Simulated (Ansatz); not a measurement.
Consider the following.

ZnPdF$_{6}$:
```cif
data_F6PdZn
_chemical_formula_sum 'Zn1 Pd1 F6'
_space_group_name_H-M_alt 'P 1'
_space_group_IT_number 1
_cell_length_a 5.27834
_cell_length_b 5.27834
_cell_length_c 5.27834
_cell_angle_alpha 54.293
_cell_angle_beta 54.293
_cell_angle_gamma 54.293
loop_
_space_group_symop_operation_xyz
  'x, y, z'
loop_
_atom_site_label
_atom_site_type_symbol
_atom_site_fract_x
_atom_site_fract_y
_atom_site_fract_z
_atom_site_occupancy
Zn1 Zn 0.50000 0.50000 0.50000 1
Pd1 Pd 0.00000 0.00000 0.00000 1
F1 F 0.24118 0.91308 0.59900 1
F2 F 0.75882 0.08692 0.40100 1
F3 F 0.59900 0.24118 0.91308 1
F4 F 0.40100 0.75882 0.08692 1
F5 F 0.91308 0.59900 0.24118 1
F6 F 0.08692 0.40100 0.75882 1
```

This is the LDA-relaxed structure.

Question: All from LDA in the plane-wave PAW code Ansatz, unless another level is named. Estimate the highest zone-centre frequency (without LO–TO term).

Answer: 600 cm⁻¹.

Question: Give the bulk modulus (Birch–Murnaghan fit).

Answer: 484 kbar.

Space group R-3. The workflow started from a Materials Project entry (that database holds measured and hypothetical structures alike); the Crystallography Open Database files this formula in space group No. 148, but the cells were not matched. Whether it is the stable phase at ambient conditions was not checked. Symmetry was held in the LDA relaxation; of distortions, only those at the zone centre were tested. The run is not spin-polarised.

Potentials: the later of the program's two PAW sets.
